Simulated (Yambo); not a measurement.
Yambo run on CdS (zinc blende, space group F-43m, No. 216). The wavefunctions are LDA (pw.x of Quantum ESPRESSO, ONCV potentials, without SOC) ones on a 4×4×4 mesh (13 occupied bands); a = b = c = 4.072 Å, α = β = γ = 60.00°.

Yambo input:

```
rim_cut
gw0
dyson
el_el_corr
HF_and_locXC
ppa
em1d
RandQpts= 1000000
RandGvec= 1 Ry
EXXRLvcs= 102 Ry
VXCRLvcs= 408 Ry
Chimod= "HARTREE"
% BndsRnXp
 5 | 76 |
%
NGsBlkXp= 10 Ry
% LongDrXp
 1.0 | 1.0 | 1.0 |
%
PPAPntXp= 27.2114 eV
% GbndRnge
 1 | 76 |
%
GTermKind= "BG"
DysSolver= "n"
ExtendOut
% QPkrange
 1 | 1 | 13 | 14 |
%
```

k points by index: 1 = Γ.

The o-*.qp file then holds:

```
#    K-point    Band    Eo [eV]    E [eV]    E-Eo [eV]    Vxc [eV]    Vnlxc [eV]    Sc|Eo [eV]    Sc|E [eV]    dSc/dw|Eo [eV]    Re(Z)    Im(Z)
#
    1    13    0.000000    -0.812233    -0.812233    -15.51199    -18.54147    1.995712    2.217239    -7.420687    0.785725    -0.001373
    1    14    0.943459    1.448989    0.505530    -11.15774    -6.894908    -3.641299    -3.757303    -6.242934    0.813387    -0.001262
```
(The two width columns are left out.) Convergence of these settings isn't established.

Geometry relaxed with LDA.
